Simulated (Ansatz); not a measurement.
One crystal and one scan (energy over volume and axial ratio) at two levels, PBE (plane waves to 420 eV, PAW, scalar-relativistic; Ansatz, a program for electronic structure) and r2SCAN (plane waves to 500 eV, PAW, scalar-relativistic; Ansatz), each from its own relaxed cell and on its own mesh. The cell shown is that of PBE.

CaF₂ (fluorite)

```
CaF2
1.0
    0.00000     2.75548     2.75548
    2.75548     0.00000     2.75548
    2.75548     2.75548     0.00000
Ca F
1 2
Direct
  0.00000   0.00000   0.00000
  0.25000   0.25000   0.25000
  0.75000   0.75000   0.75000
```

The relaxed cell is deformed in two ways at once: its volume V is scaled, and at that volume it is stretched along z (the c axis of the conventional cell) so that c/a changes. Fractional atomic positions are held.

The energy includes the smearing's −TS. CaF2 was relaxed with its symmetry unable to fall. Percentages come from the unrounded values.

```tsv
quantity	PBE	r2SCAN	PBE − r2SCAN
Lattice constant a (Å)	5.511	5.439	+0.072 (+1.3 %)
Shear modulus C′ = (C11 − C12)/2 (fit, atoms clamped) (GPa)	57	61	-4 (-7 %)
```

PBE gives the higher value for: lattice constant a. PBE gives the lower value for: shear modulus C′.

(A scan under strain: stresses follow from slopes of the energy per volume, elastic moduli from its curvatures.)
